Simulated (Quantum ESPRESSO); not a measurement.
# Ti2NbO5F3: one run as intended and one with a planted mistake

Simulated, not a measurement. The program is pw.x of Quantum ESPRESSO 7.5 (plane-wave density functional theory). The cell is made up: 11 atoms on a fluorite lattice with one site empty, with randomly drawn elements, strain and displacements, not relaxed. PseudoDojo standard norm-conserving files (v0.5 for PBE, v0.4.1 for LDA and PBEsol) set the functional; there is no spin polarisation, spin-orbit coupling or dispersion term, and the masses in the input are unused placeholders.

Intended input:

```
&control calculation='scf', pseudo_dir='./dojo.nc.sr.pbe.v0_5.standard.upf', outdir='./o', disk_io='medium', tprnfor=.true., tstress=.true. /
&system ibrav=0, nat=11, ntyp=4, nbnd=50, ecutwfc=84.00895049, nosym=.true., tot_charge=0,
 occupations='smearing', smearing='fd', degauss=0.0018374661
/
&electrons conv_thr=7.350e-09, electron_maxstep=60, /
ATOMIC_SPECIES
F 1.0 F.upf
Nb 1.0 Nb.upf
O 1.0 O.upf
Ti 1.0 Ti.upf
CELL_PARAMETERS angstrom
4.9349 -0.0517 0.0227
-0.0517 4.9289 0.0657
0.0227 0.0657 5.0033
ATOMIC_POSITIONS angstrom
Ti -0.0434 2.4871 2.5202
Ti 2.5261 -0.0457 2.517
Nb 2.4676 2.4191 0.0377
O 1.2455 1.239 1.2394
F 1.2228 1.2859 3.8057
O 1.1761 3.7087 1.319
F 1.1999 3.7154 3.7956
O 3.6815 1.1904 1.2717
O 3.725 1.2774 3.8252
F 3.6625 3.6644 1.3081
O 3.6966 3.7118 3.8334
K_POINTS automatic
5 5 4 1 1 1
```

The log is shortened where brackets say so; the opening notice, blank lines, dates and the lines on written files are dropped, and the path of the files is cut. It prints rydbergs, bohrs and kilobars, and counts compression as positive stress. Where no state is partly filled, the Fermi energy that it prints is only some level between the filled and the empty states on the mesh, and need not lie in the true gap.

Log of the intended run:

```
     Program PWSCF v.7.5
     Parallel version (MPI & OpenMP), running on       1 processor cores
     Number of MPI processes:                 1
     Threads/MPI process:                     1
     [start-up lines left out]
     bravais-lattice index     =            0
     lattice parameter (alat)  =       9.3262  a.u.
     unit-cell volume          =     821.0094 (a.u.)^3
     number of atoms/cell      =           11
     number of atomic types    =            4
     number of electrons       =        88.00
     number of Kohn-Sham states=           50
     kinetic-energy cutoff     =      84.0090  Ry
     charge density cutoff     =     336.0358  Ry
     scf convergence threshold =      7.3E-09
     mixing beta               =       0.7000
     number of iterations used =            8  plain     mixing
     Exchange-correlation= PBE
                           (   1   4   3   4   0   0   0)
     [axes and pseudopotential details left out]
   Cartesian axes
     site n.     atom                  positions (alat units)
         1        Ti     tau(   1) = (  -0.0087939   0.5039489   0.5106557  )
         2        Ti     tau(   2) = (   0.5118512  -0.0092600   0.5100073  )
         3        Nb     tau(   3) = (   0.4999977   0.4901704   0.0076390  )
         4        O      tau(   4) = (   0.2523695   0.2510525   0.2511335  )
         5        F      tau(   5) = (   0.2477700   0.2605556   0.7711303  )
         6        O      tau(   6) = (   0.2383074   0.7514757   0.2672625  )
         7        F      tau(   7) = (   0.2431298   0.7528333   0.7690838  )
         8        O      tau(   8) = (   0.7459643   0.2412049   0.2576783  )
         9        O      tau(   9) = (   0.7547785   0.2588333   0.7750815  )
        10        F      tau(  10) = (   0.7421144   0.7424994   0.2650539  )
        11        O      tau(  11) = (   0.7490239   0.7521038   0.7767430  )
     number of k points=    50  Fermi-Dirac smearing, width (Ry)=  0.0018
                       cart. coord. in units 2pi/alat
        k(    1) = (   0.1004905   0.0995623   0.1215359), wk =   0.0400000
        k(    2) = (   0.0993214   0.0962624   0.3681829), wk =   0.0400000
     [further k points left out]
     Dense  grid:    85413 G-vectors     FFT dimensions: (  60,  60,  60)
     Estimated max dynamical RAM per process >     131.09 MB
     Initial potential from superposition of free atoms
     starting charge      87.9945, renormalised to      88.0000
     Starting wfcs are   62 randomized atomic wfcs
     total cpu time spent up to now is       24.6 secs
     per-process dynamical memory:    76.7 Mb
     Self-consistent Calculation
     iteration #  1     ecut=    84.01 Ry     beta= 0.70
     Davidson diagonalization with overlap
     ethr =  1.00E-02,  avg # of iterations =  2.0
     total cpu time spent up to now is       62.5 secs
     total energy              =    -672.49903838 Ry
     estimated scf accuracy    <       6.14448161 Ry
     iteration #  2     ecut=    84.01 Ry     beta= 0.70
     Davidson diagonalization with overlap
     ethr =  6.98E-03,  avg # of iterations =  7.7
     total cpu time spent up to now is      137.0 secs
     total energy              =    -664.21270985 Ry
     estimated scf accuracy    <     107.57510257 Ry
     [iterations 3 to 21 left out]
     iteration # 22     ecut=    84.01 Ry     beta= 0.70
     Davidson diagonalization with overlap
     ethr =  1.19E-10,  avg # of iterations =  5.7
     total cpu time spent up to now is     1029.0 secs
     total energy              =    -675.98236311 Ry
     estimated scf accuracy    <       0.00000002 Ry
     iteration # 23     ecut=    84.01 Ry     beta= 0.70
     Davidson diagonalization with overlap
     ethr =  2.37E-11,  avg # of iterations =  2.3
     total cpu time spent up to now is     1068.1 secs
     End of self-consistent calculation
     [lines on levels left out]
     the Fermi energy is     9.3452 ev
!    total energy              =    -675.98236311 Ry
     estimated scf accuracy    <          3.9E-09 Ry
     smearing contrib. (-TS)   =      -0.00000001 Ry
     internal energy E=F+TS    =    -675.98236310 Ry
     The total energy is F=E-TS. E is the sum of the following terms:
     one-electron contribution =    -224.60292724 Ry
     hartree contribution      =     158.02640755 Ry
     xc contribution           =    -135.21687501 Ry
     ewald contribution        =    -474.18896841 Ry
     convergence has been achieved in  23 iterations
     Forces acting on atoms (cartesian axes, Ry/au):
     atom    1 type  4   force =    -0.03215942   -0.05710247   -0.05464844
     atom    2 type  4   force =     0.03926684    0.05607751   -0.06486065
     atom    3 type  2   force =     0.03913380   -0.10333474    0.07540387
     atom    4 type  3   force =     0.03210300    0.05100884    0.04577382
     atom    5 type  1   force =     0.01911091    0.01581434   -0.03038581
     atom    6 type  3   force =     0.06054116   -0.02806616    0.05729388
     atom    7 type  1   force =     0.00752321   -0.00883258    0.00074936
     atom    8 type  3   force =    -0.02790641    0.05398824    0.05620423
     atom    9 type  3   force =    -0.06005764    0.03769881   -0.04261603
     atom   10 type  1   force =    -0.01095694   -0.00908029    0.01890152
     atom   11 type  3   force =    -0.06659849   -0.00817152   -0.06181574
     Total force =     0.267931     Total SCF correction =     0.000158
     Computing stress (Cartesian axis) and pressure
          total   stress  (Ry/bohr**3)                   (kbar)     P=     -128.54
  -0.00081439  -0.00014630   0.00045835         -119.80      -21.52       67.43
  -0.00014630  -0.00068160   0.00016477          -21.52     -100.27       24.24
   0.00045835   0.00016477  -0.00112540           67.43       24.24     -165.55
     init_run     :     22.67s CPU     24.42s WALL (       1 calls)
     electrons    :   1013.16s CPU   1043.51s WALL (       1 calls)
     forces       :      8.28s CPU      8.42s WALL (       1 calls)
     stress       :     29.09s CPU     29.27s WALL (       1 calls)
     [timing details left out]
     PWSCF        :  17m53.56s CPU  18m26.53s WALL
     JOB DONE.
```

A second run has one planted mistake: the cell has the wrong charge. The input lines that differ, file-writing options aside:

```
- &system ibrav=0, nat=11, ntyp=4, nbnd=50, ecutwfc=84.00895049, nosym=.true., tot_charge=0,
+ &system ibrav=0, nat=11, ntyp=4, nbnd=51, ecutwfc=84.00895049, nosym=.true., tot_charge=-1,
```

Its log:

```
     Program PWSCF v.7.5
     Parallel version (MPI & OpenMP), running on       4 processor cores
     Number of MPI processes:                 4
     Threads/MPI process:                     1
     [start-up lines left out]
     bravais-lattice index     =            0
     lattice parameter (alat)  =       9.3262  a.u.
     unit-cell volume          =     821.0094 (a.u.)^3
     number of atoms/cell      =           11
     number of atomic types    =            4
     number of electrons       =        89.00
     number of Kohn-Sham states=           51
     kinetic-energy cutoff     =      84.0090  Ry
     charge density cutoff     =     336.0358  Ry
     scf convergence threshold =      7.3E-09
     mixing beta               =       0.7000
     number of iterations used =            8  plain     mixing
     Exchange-correlation= PBE
                           (   1   4   3   4   0   0   0)
     [axes and pseudopotential details left out]
   Cartesian axes
     site n.     atom                  positions (alat units)
         1        Ti     tau(   1) = (  -0.0087939   0.5039489   0.5106557  )
         2        Ti     tau(   2) = (   0.5118512  -0.0092600   0.5100073  )
         3        Nb     tau(   3) = (   0.4999977   0.4901704   0.0076390  )
         4        O      tau(   4) = (   0.2523695   0.2510525   0.2511335  )
         5        F      tau(   5) = (   0.2477700   0.2605556   0.7711303  )
         6        O      tau(   6) = (   0.2383074   0.7514757   0.2672625  )
         7        F      tau(   7) = (   0.2431298   0.7528333   0.7690838  )
         8        O      tau(   8) = (   0.7459643   0.2412049   0.2576783  )
         9        O      tau(   9) = (   0.7547785   0.2588333   0.7750815  )
        10        F      tau(  10) = (   0.7421144   0.7424994   0.2650539  )
        11        O      tau(  11) = (   0.7490239   0.7521038   0.7767430  )
     number of k points=    50  Fermi-Dirac smearing, width (Ry)=  0.0018
                       cart. coord. in units 2pi/alat
        k(    1) = (   0.1004905   0.0995623   0.1215359), wk =   0.0400000
        k(    2) = (   0.0993214   0.0962624   0.3681829), wk =   0.0400000
     [further k points left out]
     Dense  grid:    85413 G-vectors     FFT dimensions: (  60,  60,  60)
     Estimated max dynamical RAM per process >     239.92 MB
     Estimated total dynamical RAM >     897.12 MB
     Initial potential from superposition of free atoms
     starting charge      87.9945, renormalised to      89.0000
     Starting wfcs are   62 randomized atomic wfcs
     total cpu time spent up to now is        4.6 secs
     per-process dynamical memory:   194.3 Mb
     Self-consistent Calculation
     iteration #  1     ecut=    84.01 Ry     beta= 0.70
     Davidson diagonalization with overlap
     ethr =  1.00E-02,  avg # of iterations =  2.0
     total cpu time spent up to now is       11.4 secs
     total energy              =    -672.15750923 Ry
     estimated scf accuracy    <       5.49007202 Ry
     iteration #  2     ecut=    84.01 Ry     beta= 0.70
     Davidson diagonalization with overlap
     ethr =  6.17E-03,  avg # of iterations =  9.2
     total cpu time spent up to now is       24.8 secs
     total energy              =    -663.91907842 Ry
     estimated scf accuracy    <      91.30086277 Ry
     [iterations 3 to 20 left out]
     iteration # 21     ecut=    84.01 Ry     beta= 0.70
     Davidson diagonalization with overlap
     ethr =  3.50E-11,  avg # of iterations =  6.9
     total cpu time spent up to now is      181.7 secs
     total energy              =    -675.25002715 Ry
     estimated scf accuracy    <       0.00000002 Ry
     iteration # 22     ecut=    84.01 Ry     beta= 0.70
     Davidson diagonalization with overlap
     ethr =  2.26E-11,  avg # of iterations =  1.6
     total cpu time spent up to now is      188.3 secs
     End of self-consistent calculation
     [lines on levels left out]
     the Fermi energy is    10.2310 ev
!    total energy              =    -675.25002715 Ry
     estimated scf accuracy    <          5.3E-09 Ry
     smearing contrib. (-TS)   =      -0.00195344 Ry
     internal energy E=F+TS    =    -675.24807371 Ry
     The total energy is F=E-TS. E is the sum of the following terms:
     one-electron contribution =    -224.48611984 Ry
     hartree contribution      =     159.80475039 Ry
     xc contribution           =    -136.37773585 Ry
     ewald contribution        =    -474.18896841 Ry
     convergence has been achieved in  22 iterations
     Forces acting on atoms (cartesian axes, Ry/au):
     atom    1 type  4   force =    -0.03501650   -0.05680814   -0.05304183
     atom    2 type  4   force =     0.03871910    0.06504601   -0.06455948
     atom    3 type  2   force =     0.04088641   -0.09622158    0.08065454
     atom    4 type  3   force =     0.03092439    0.04723644    0.04842954
     atom    5 type  1   force =     0.01855461    0.01310506   -0.03116984
     atom    6 type  3   force =     0.05969785   -0.03163456    0.05237205
     atom    7 type  1   force =     0.00608839   -0.00805665   -0.00062777
     atom    8 type  3   force =    -0.02893777    0.05504324    0.05506559
     atom    9 type  3   force =    -0.06007275    0.03405391   -0.04481310
     atom   10 type  1   force =    -0.01042449   -0.00952245    0.01824225
     atom   11 type  3   force =    -0.06041922   -0.01224128   -0.06055193
     Total force =     0.265905     Total SCF correction =     0.000160
     Computing stress (Cartesian axis) and pressure
          total   stress  (Ry/bohr**3)                   (kbar)     P=       95.50
   0.00069227  -0.00013465   0.00048205          101.84      -19.81       70.91
  -0.00013465   0.00084154   0.00016443          -19.81      123.79       24.19
   0.00048205   0.00016443   0.00041381           70.91       24.19       60.87
     init_run     :      4.28s CPU      4.55s WALL (       1 calls)
     electrons    :    182.37s CPU    183.73s WALL (       1 calls)
     forces       :      1.52s CPU      1.54s WALL (       1 calls)
     stress       :      5.23s CPU      5.23s WALL (       1 calls)
     [timing details left out]
     PWSCF        :   3m13.55s CPU   3m15.29s WALL
     JOB DONE.
```

|  | intended run | run with the mistake |
| --- | --- | --- |
| free energy (eV) | -9197.209 | -9187.245 |
| smearing term -TS (eV) | 0.0000 | -0.0266 |
| pressure (GPa) | -12.85 | 9.55 |
| largest force component (eV/Å) | 2.657 | 2.474 |
| largest change of a force component (eV/Å) |  | 0.231 |
| iterations | 23 | 22 |

For scale, a rerun of the intended cell at a cutoff of 1467 eV and k mesh 7 x 7 x 6 moved values by no more than 0.002 eV in energy, 0.05 GPa in stress and 0.009 eV/Å in force. The charged cell sits in a uniform background, so its energy and stress rest on the program's zero of potential. The number of bands, nbnd, was set by rule from the electron count and the smearing, so it follows the mistake.